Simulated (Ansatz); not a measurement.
Si in its lowest state found on the top face of a (001) slab of Mg (P6_3/mmc (No. 194)), 4 planes, outer planes Mg (top) and Mg (bottom); 1 a cell of 8.80 Å², its atoms last:

```
CELL_PARAMETERS angstrom
3.18820 0.00000 0.00000
-1.59410 2.76106 0.00000
0.00000 0.00000 26.66270
ATOMIC_POSITIONS crystal
Mg 0.66667 0.33333 0.31880
Mg 0.33333 0.66667 0.41460
Mg 0.66639 0.33277 0.50931
Mg 0.33307 0.66614 0.60576
Si 0.66648 0.33297 0.68650
```

These are results of DFT PBEsol, scalar-relativistic, plane waves, PAW in Ansatz, not measurements. Settings: cutoff 420 eV, Γ-centred mesh 9×9×1 on the computed 5-atom cell, Gaussian smearing of 0.10 eV; no spin polarisation. A dipole correction removes the field between periodic images along c.

The clean top face has a work function of 3.85 eV. Adsorption changes the slab's dipole along +c by Δp = -0.0589 e·Å a cell (-0.28 D an adsorbate).

Task: What change of work function does the Helmholtz equation give?

Result: A sheet of dipoles makes a step in an electron's potential energy of −e·Δp/(ε0·A), and e/ε0 = 180.95 eV·Å for Δp in e·Å: −180.95 × (-0.0589)/8.80 = +1.21 eV. This is the change of φ(top) − φ(bottom). If the bottom face is unmoved, φ(top) becomes 5.06 eV.

Task: How does that compare with the calculation?

Result: φ(top) changes by +1.09 eV and φ(bottom) by -0.12 eV, so their difference changes by +1.21 eV. The slab is thin enough for the adsorbate to shift the Fermi level against the bottom face too.

Task: What does the sign say about the electrons?

Result: The change of dipole points into the surface (negative end outward), so the work function rises. Electrons gather on the vacuum side. Δp also holds the adsorbate's own dipole and the moves of the surface atoms, so it isn't a charge transfer alone.